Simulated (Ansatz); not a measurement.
Mechanical response of VW (Cmmm)

```xyz
2
Lattice="1.5424 -2.2181 0.0000 1.5424 2.2181 0.0000 0.0000 0.0000 4.2701" Properties=species:S:1:pos:R:3 pbc="T T T"
V     0.0000    0.0000    0.0000
W     1.5424    0.0000    2.1351
```

Level of theory, where no other is named: r²SCAN, PAW on Ansatz 0.2.0's default frozen-core files (fitted under PBE), scalar-relativistic. k mesh 18×18×12, Fermi-Dirac smearing of 0.100 eV, cutoff 500 eV. The cell was relaxed by PAW under this functional. This phase needn't be the one found at ambient conditions.

The cell is orthorhombic and carries a residual pressure of -0.01 GPa at this level. Each strain component that symmetry leaves independent is applied at ±0.008, the ions relax wherever a strain frees them, and the stress (tension positive, GPa) is read. Shears are engineering strains, γ = 2ε.

| strain | size | σxx | σyy | σzz | σyz | σxz | σxy |
| --- | --- | --- | --- | --- | --- | --- | --- |
| xx | -0.008 | -3.3058 | -1.5842 | -1.4737 | 0.0000 | 0.0000 | 0.0000 |
| xx | +0.008 | 3.1371 | 1.5147 | 1.4501 | 0.0000 | 0.0000 | 0.0000 |
| yy | -0.008 | -1.5793 | -3.0549 | -1.6578 | 0.0000 | 0.0000 | 0.0000 |
| yy | +0.008 | 1.5213 | 2.8947 | 1.6059 | 0.0000 | 0.0000 | 0.0000 |
| zz | -0.008 | -1.4855 | -1.6584 | -2.9580 | 0.0000 | 0.0000 | 0.0000 |
| zz | +0.008 | 1.4399 | 1.6057 | 2.8155 | 0.0000 | 0.0000 | 0.0000 |
| yz | -0.008 | 0.0043 | -0.0149 | 0.0035 | -0.8865 | 0.0000 | 0.0000 |
| yz | +0.008 | 0.0043 | -0.0149 | 0.0035 | 0.8865 | 0.0000 | 0.0000 |
| xz | -0.008 | -0.0033 | 0.0106 | -0.0199 | 0.0000 | -0.6497 | 0.0000 |
| xz | +0.008 | -0.0033 | 0.0106 | -0.0199 | 0.0000 | 0.6497 | 0.0000 |
| xy | -0.008 | 0.0003 | -0.0257 | 0.0187 | 0.0000 | 0.0000 | -0.4663 |
| xy | +0.008 | 0.0003 | -0.0257 | 0.0187 | 0.0000 | 0.0000 | 0.4663 |

A central difference gives one constant, for example C11 ≈ (3.1371 − (-3.3058))/(0.016) = 402.7 GPa; the program then imposes the crystal's symmetry on the whole matrix.

(1) What are the independent elastic constants?

(2) Is the crystal stable against homogeneous strain?

(3) What moduli does a random aggregate of grains have?

(4) With the density of 13.343 g/cm³, how fast does sound travel, and what Debye temperature follows?

## Answers

(1) C11 = 402.7, C12 = 193.7, C13 = 182.8, C22 = 371.9, C23 = 204.0, C33 = 360.8, C44 = 110.8, C55 = 81.2, C66 = 58.3 GPa.

(2) The least eigenvalue of the 6×6 matrix is 58.3 GPa, so yes.

(3) Voigt and Reuss bounds: B from 254.8 to 255.2 and G from 82.7 to 87.1 GPa; their means are B = 255.0 and G = 84.9 GPa. Then E = 9BG/(3B + G) = 229.2 GPa, ν = (3B − 2G)/(6B + 2G) = 0.350 and B/G = 3.00, on the ductile side of Pugh's 1.75 (a rule of thumb).

(4) 

```csv
direction,slow (m/s),middle (m/s),fast (m/s)
x,2090,2467,5494
y,2090,2882,5279
z,2467,2882,5200
```

The mean of v⁻³ over directions and branches gives v_m = 2827 m/s and θ_D = (ħ/k_B) v_m (6π²n)^(1/3) = 344 K, n being atoms per volume. Young's modulus spans 177 to 284 GPa over directions, and the universal anisotropy index is 0.27.

Known limits: frozen-core PAW files fitted under PBE, their cores solved anew for the functional of the run; responses of metals move with mesh and smearing; no spin-orbit coupling on heavy atoms.
